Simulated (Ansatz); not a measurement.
Relaxed SrO (rock salt):

```yaml
crystal:
  lattice:
    - [0.00000, 2.59750, 2.59750]
    - [2.59750, 0.00000, 2.59750]
    - [2.59750, 2.59750, 0.00000]
  atoms:
    - { symbol: O, position: [0.00000, 0.00000, 0.00000] }
    - { symbol: Sr, position: [0.50000, 0.50000, 0.50000] }
```

Scan: atom 2 (Sr, nearest neighbour O at 2.598 Å; its periodic images, 3.7 Å or more away, move with it) is displaced towards the nearest neighbour, direction (0.000, 1.000, 0.000) in Cartesian axes, by s. The other atoms stay.

Calculation: PBE (plane waves to 420 eV, PAW, scalar-relativistic; Ansatz, a quantum-chemistry and plane-wave program). k mesh 9×9×9 (Γ-centred), Fermi-Dirac smearing 0.05 eV. Energies are smeared free energies. SrO was relaxed with its symmetry unable to fall. ΔE is measured from the undisplaced structure.

Give the computed ΔE (meV/cell) at s (Å) = -0.520, -0.312, -0.208, -0.104, 0.104, 0.520.


```json
[
 {"s (Å)": "-0.520", "ΔE (meV/cell)": "520"},
 {"s (Å)": "-0.312", "ΔE (meV/cell)": "123"},
 {"s (Å)": "-0.208", "ΔE (meV/cell)": "46"},
 {"s (Å)": "-0.104", "ΔE (meV/cell)": "10"},
 {"s (Å)": "0.104", "ΔE (meV/cell)": "10"},
 {"s (Å)": "0.520", "ΔE (meV/cell)": "520"}
]
```

(For displaced atoms, the force is minus the slope of the energy, and its curvature is a force constant, which sets phonon frequencies.)
